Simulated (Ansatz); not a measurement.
Given:

BeSe:
```cif
data_BeSe
_chemical_formula_sum 'Be1 Se1'
_space_group_name_H-M_alt 'P 1'
_space_group_IT_number 1
_cell_length_a 3.10309
_cell_length_b 3.10309
_cell_length_c 3.10309
_cell_angle_alpha 90.000
_cell_angle_beta 90.000
_cell_angle_gamma 90.000
loop_
_space_group_symop_operation_xyz
  'x, y, z'
loop_
_atom_site_label
_atom_site_type_symbol
_atom_site_fract_x
_atom_site_fract_y
_atom_site_fract_z
_atom_site_occupancy
Be1 Be 0.00000 0.00000 0.00000 1
Se1 Se 0.50000 0.50000 0.50000 1
```

This is the PBE-relaxed structure.

Q: All from DFT-PBE in the program Ansatz with PAW potentials, unless another level is named. Give the electronic character.

A: metallic (no gap).

Q: And the density of states at the Fermi level?

A: 0.47 states/eV per atom (mean over ±0.08 eV).

Q: Give the formation energy from the elements (no fitted shifts).

A: 0.55 eV/atom.

Space group Pm-3m (CsCl type). The cell is a constructed one: a structure type filled with these elements; neither database checked (COD, Materials Project) lists it. COD files the formula under space group No. 216, so this cell is another polymorph or a model. Its standing as an ambient phase is unchecked. The cell was relaxed with PBE under the symmetry of its start; its stability against distortions is not shown here. The references are the lowest solids computed at this level, not always the standard phases. Scalar-relativistic: spin–orbit coupling is off unless named, which matters more the heavier the elements.

Potentials: the later of the program's two PAW sets.
